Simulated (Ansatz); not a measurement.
# CaTi2P2: input and output

The input, for Ansatz 0.2.0 (plane waves, PAW):

```yaml
crystal:
  lattice:
    - [0.0, 3.92655, 0.0]
    - [3.92655, 0.0, 0.0]
    - [1.963275, 1.963275, -5.085163]
  atoms:
    - { symbol: P, position: [0.3643, 0.3643, 0.2714] }
    - { symbol: P, position: [0.6357, 0.6357, 0.7286] }
    - { symbol: Ti, position: [0.75, 0.25, 0.5] }
    - { symbol: Ti, position: [0.25, 0.75, 0.5] }
    - { symbol: Ca, position: [0.0, 0.0, 0.0] }
  symmetry: { tolerance: 0.0003 }
kpoints:
  mp_grid: { grid: [9, 9, 9], shift: [0, 0, 0] }
  band_path:
    path:
      - [0.0, 0.0, 0.0]
      - [0.5, 0.5, 0.5]
      - [0.5, 0.5, 0.25]
      - [0.0, 0.5, 0.0]
      - [0.0, 0.0, 0.0]
      - [0.0, 0.0, -0.5]
      - [0.0, 0.42547148, -0.28726426]
      - [0.0, 0.57452852, 0.28726426]
      - [0.0, 0.0, 0.0]
      - [0.5, 0.5, 0.5]
      - [0.42547148, 0.57452852, 0.5]
    npoints: 6
magnetization:
  spin_polarized: false
scf:
  occupations: { method: fermi_dirac }
  lower_state_search: "off"
  max_iter: 200
hamiltonian:
  pseudopotentials: { kind: paw }
  xc: pbe
basis:
  ecutwfc: 420
  fft_grid_basis: typed
output:
  forces: true
  stress: true
  eigenvalues: true
  bader: true
  populations: true
  elf: true
  write_potential: true
  volumetric_format: npy
  dos:
    e_range: [-12, 8]
    de: 0.05
    projected: { site_lists: { Ca: [Ca], P: [P], Ti: [Ti] } }
checkpoint:
  read: saved_state
```

The run starts from an earlier solution of this cell. 

Parts of the output:

```
SCF iter   1: F=—  Δρ=6.23e-4  dr2=1.96e-4
SCF iter   2: F=—  Δρ=3.54e-4  dr2=7.93e-5
SCF iter   3: F=—  Δρ=8.35e-5  dr2=1.13e-5
SCF iter   4: F=—  Δρ=3.32e-5  dr2=9.39e-7
SCF iter   5: F=-8331.0043 eV  Δρ=8.17e-6  dr2=8.62e-8
SCF iter   6: F=-8331.0043 eV  Δρ=2.09e-6  dr2=3.19e-9
Free energy (F): -8331.0043 eV
Harris-Foulkes:  -8331.0043 eV  (|F-HF|=2.13e-10)
Internal energy: -8330.9022 eV  (E = F + TS)
E sigma→0 (E₀):  -8330.9533 eV
Entropy (-TS):   -0.1021 eV (-20.425 meV/atom)
Fermi energy:    13.1364 eV
--- Per-component energies (eV) ---
  E_band       = -341.3504
  E_kinetic    = 994.8376
  E_local      = -2789.5138  (includes V_loc(G=0)·N_el)
  E_nonlocal   = 150.6365
  E_hartree    = 1140.8459
  E_xc         = -466.7787
  E_vxc        = -552.2136  (∫ρ·V_xc dr)
  E_paw        = -4096.0903  (= ΣΔE_a)
  E_vpaw       = -426.7882  (= ΣTr[D̂ρ^β])
  E_aug_tail   = 0.0003  (compensation charges beyond the density's cutoff)
  E_ewald      = -3264.8396
  E_smearing   = -0.1021  (= −TS)
--- Forces (eV/Å), atoms counted from 1 ---
  atom   1  P      0.0000     0.0000     3.4364
  atom   2  P      0.0000     0.0000    -3.4364
  atom   3  Ti     0.0000     0.0000     0.0000
  atom   4  Ti     0.0000     0.0000     0.0000
  atom   5  Ca     0.0000     0.0000     0.0000
--- Stress (GPa, compression-positive) ---
       28.9215       0.0000       0.0000
        0.0000      28.9215       0.0000
        0.0000       0.0000      29.4405
  P = ⅓ Tr σ = 29.0945 GPa (290.945 kbar)
--- Löwdin populations: 5 sites ---
  site symbol       q [e]
     0      P      5.5215
     1      P      5.5215
     2     Ti     11.8573
     3     Ti     11.8573
     4     Ca      8.4662
  spilling = 0.0176 (of n_electrons = 44.0000)
--- Bader charges: 5 sites ---
  site symbol  charge [e]  shift [e]
     0      P     -1.6807     0.0011
     1      P     -1.6807     0.0011
     2     Ti      1.0381     0.0011
     3     Ti      1.0380     0.0011
     4     Ca      1.2853     0.0000
```

Absolute energies hang on the potentials; compare differences alone.

Origin: a known structure type with other elements, at an estimated volume, so it need not be a known compound. Caveats: many states at the Fermi level without spin polarisation, so a magnetic state may lie lower; atoms or cell far from equilibrium.
